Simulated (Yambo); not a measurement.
```xyz
2
Lattice="0.0000 3.0377 3.0377 3.0377 0.0000 3.0377 3.0377 3.0377 0.0000" Properties=species:S:1:pos:R:3 pbc="T T T"
Cl     3.0377     3.0377     3.0377
K      0.0000     0.0000     0.0000
```

Response from Yambo on LDA (pw.x of Quantum ESPRESSO, ONCV potentials, without SOC) bands: 10×10×10 mesh, 42 bands, 4 Ry local-field block, 0.2 eV broadening.

### Question
Give the static electronic dielectric constant without and with local fields.

### Answer
```csv
field along,"ε(0), independent particles","ε(0), RPA with local fields",refractive index √ε
x,2.82,2.38,1.54
```
Electronic (clamped-ion) response only. LDA gaps are usually too small, which raises these values. Convergence of the RPA response with its 10×10×10 mesh was not tested.

Geometry relaxed with LDA.
